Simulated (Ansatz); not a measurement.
# Is this Mg5NiSe6 structure stable?

The structure comes from a generated guess, relaxed at this level; another structure or a mixture of phases may lie lower.

The calculation used DFT PBE, scalar-relativistic, plane waves, PAW in Ansatz 0.2.0. Cutoff 420 eV, Γ-centred 12×12×2 mesh (12-atom cell), Gaussian smearing of 0.01 eV, collinear spin.

```
Mg Ni Se
1.0
     3.85368    0.00000    0.00000
    -1.92684    3.33739    0.00000
     0.00000    0.00000   18.84905
Mg Ni Se
5 1 6
Direct
  0.00000 0.00000 0.65683
  0.00000 0.00000 0.00000
  0.00000 0.00000 0.34317
  0.00000 0.00000 0.82841
  0.00000 0.00000 0.17159
  0.00000 0.00000 0.50000
  0.33333 0.66667 0.74262
  0.33333 0.66667 0.08579
  0.66667 0.33333 0.91421
  0.66667 0.33333 0.25738
  0.33333 0.66667 0.42938
  0.66667 0.33333 0.57062
```

The zero of energy is the elements' standard structures at the same level; no fitted shifts are applied.

Task: These tests were run: energy against the elements; elastic tensor. What do they show?

Result:

```tsv
test	result
energy against the elements	−1.016 eV/atom
elastic tensor	least eigenvalue 28 GPa
```

It fails none of these tests. Other phases of the system weren't compared here, so this isn't yet thermodynamic stability. Phonons away from Γ weren't computed.

No Hubbard U is applied to the 3d shell of Ni. The reference form of Se is held partly by dispersion forces, which this level lacks. The magnetic state reached may not be the lowest. The run for the elastic tensor used a 12×12×2 k mesh. The cell carries site moments Ni 1.2; Se 0.2 (×2) μB.
